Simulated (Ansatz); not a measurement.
A generated cell, not matched to a known phase here, of Li₃PO₄: P-43m (No. 215), cP8, AFLOW prototype AB3C4_cP8_215_a_c_e (as in Cu3AsS4); a = b = c = 4.2367 Å, α = β = γ = 90.00°; Li 3c (0.000, 0.500, 0.500); P 1a (0.000, 0.000, 0.000); O 4e (0.211, 0.211, 0.211). The numbers are results of r2SCAN (plane waves to 500 eV, PAW, scalar-relativistic; Ansatz, an electronic-structure program), not measurements. Element references, the lowest calculated here: P (Cmce), Li (Fm-3m, not the ambient form), O (C2/m, ferromagnetic, forced by one molecule a cell; α-O2 is antiferromagnetic); gases are represented by their molecular solids.

Total energies (eV/atom, σ → 0; comparable only within this code, potentials and settings):

```json
[
 {"phase": "Li3PO4 (P-43m)", "E (eV/atom)": "-457.352"},
 {"phase": "P (Cmce)", "E (eV/atom)": "-759.164"},
 {"phase": "Li (Fm-3m)", "E (eV/atom)": "-205.137"},
 {"phase": "O (C2/m)", "E (eV/atom)": "-566.007"},
 {"phase": "Li2O (Fm-3m)", "E (eV/atom)": "-327.399"}
]
```

Task: What is the formation energy of this P-43m form of Li3PO4 from the elements?

Result: E_f = -457.352 − [3 × (-205.137) + 1 × (-759.164) + 4 × (-566.007)] / 8 = -2.53 eV/atom (-20.2 eV per formula unit).

A lower structure of this composition may exist.

Static energies, no anion corrections, no zero-point energy. Values are rounded to 0.01 eV/atom. Not shown to be the ambient phase of their composition (a lower form may be missing, and a cell relaxed within its start's symmetry can be a saddle point): Li3PO4 (P-43m). The compounds carry no spin polarisation.
